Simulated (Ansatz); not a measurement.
LiCl (rock salt, Fm-3m), the program Ansatz at the PBEsol level (PAW): ε∞ = 3.07, cell volume 32.47 Å³. Infrared-active transverse modes:

| ω_TO (cm⁻¹) | oscillator strength S_xx (e²/amu) |
|---|---|
| 205.8 | 0.2373 |

Compute the static dielectric constant.

Each mode adds (4.921e7/V) S/ω²: 8.49. So ε0 = 11.6.

What LO frequency does the Lyddane–Sachs–Teller relation give?

ω_LO = ω_TO √(ε0/ε∞) = 399 cm⁻¹.

The PBEsol relaxation kept the symmetry of its start; of distortions, only those at the zone centre were tested.

Potentials: the later of the program's two PAW sets.
